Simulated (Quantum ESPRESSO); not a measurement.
Li2S: magnetic shieldings

```
CELL_PARAMETERS angstrom
      0.00000     2.83517     2.83517
      2.83517     0.00000     2.83517
      2.83517     2.83517     0.00000
ATOMIC_POSITIONS crystal
  Li 0.75000 0.75000 0.75000
  Li 0.25000 0.25000 0.25000
  S  0.00000 0.00000 0.00000
```
The cell comes from the Materials Project (a computed structure). It is Li2S in Fm-3m; whether this form has been observed was not checked. Stability against distortions was not tested.

These are absolute shieldings with no macroscopic susceptibility term; δ = σ_ref − σ needs a reference computed alike. By our sweeps, such settings leave a few ppm in absolute σ. The datasets of S hold no d projectors, which limits absolute σ on these atoms.

### Question
What do the calculations give at each independent site (shieldings by PBE GIPAW (a modified build of Quantum ESPRESSO, JTH PAW datasets), 20 Ha, k-mesh 6×6×6 shifted, f-sum rule met within 0.009 %)?

### Answer
```csv
site,site symmetry,σ_iso (ppm)
"Li (atoms 1, 2)",-43m,77
S (atom 3),m-3m,801
```
